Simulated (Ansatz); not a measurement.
CaAlHO2 in space group P4/mmm (No. 123; Ca on 1d, Al on 1a, O on 2f, H on 1b), plane-wave PAW r²SCAN (Ansatz code), all energies at zero smearing, with the estimated change up to a 700 eV cutoff added, with one set of potentials and settings (totals compare only within such a set). Cell of 5 atoms (1 Ca, 1 Al, 2 O, 1 H): -3522.423 eV.

```
element                            reference phase  E (eV/atom)
-------  -----------------------------------------  -----------
Ca                      Fm-3m, 1 atoms in the cell   -1821.6743
Al                      Fm-3m, 1 atoms in the cell    -540.4106
O        C2/m, 4 atoms in the cell, spin-polarised    -566.0346
H                  P2_12_12_1, 8 atoms in the cell     -15.9453
```

Formation energy per atom, worked out: (-3522.423 − 1×(-1821.6743) − 1×(-540.4106) − 2×(-566.0346) − 1×(-15.9453))/5 = -2.465 eV/atom (-238 kJ per mol of atoms), at 0 K, without zero-point energy or fitted corrections.

The start of the workflow was typed in or built on a structure type; neither database checked (COD, Materials Project) lists it. Whether it is the stable phase at ambient conditions was not checked. Symmetry was held in the r²SCAN relaxation; whether a distortion lowers the energy is not shown. The references are the lowest solids computed at this level, not always the standard phases (solids in place of the gases).

Potentials: the earlier of the program's two PAW sets.
